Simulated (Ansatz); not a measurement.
SnSe$_{2}$:
```yaml
crystal:
  lattice:
    - [3.84059, 0.00000, 0.00000]
    - [-1.92030, 3.32605, 0.00000]
    - [0.00000, 0.00000, 6.00827]
  atoms:
    - { symbol: Sn, position: [0.00000, 0.00000, 0.00000] }
    - { symbol: Se, position: [0.33333, 0.66667, 0.26512] }
    - { symbol: Se, position: [0.66667, 0.33333, 0.73488] }
```

DFT-PBE+D3(BJ) in the program Ansatz with PAW potentials gives a gap of 0.34 eV without spin–orbit coupling, maximum on the K–Γ line, 78 % of the way from K, minimum off the standard path, at k = (0.000, 0.435, 0.339).

What happens when spin–orbit coupling is switched on?

The gap falls by 0.02 eV, to 0.32 eV; maximum off the standard path, at k = (-0.125, 0.125, 0.044), minimum off the standard path, at k = (0.000, 0.435, 0.339).

Give the electron effective mass with spin–orbit coupling.

0.18, 0.23, 0.64 mₑ (principal values).

Give the hole effective mass with spin–orbit coupling.

0.24, 1.5, 2.5 mₑ (principal values).

Give the Z2 indices of the occupied bands with spin–orbit coupling.

0;(000).

Space group P-3m1 (CdI2 type). Symmetry was held in the PBE+D3(BJ) relaxation; of distortions, only those at the zone centre were tested.

Potentials: the later of the program's two PAW sets.
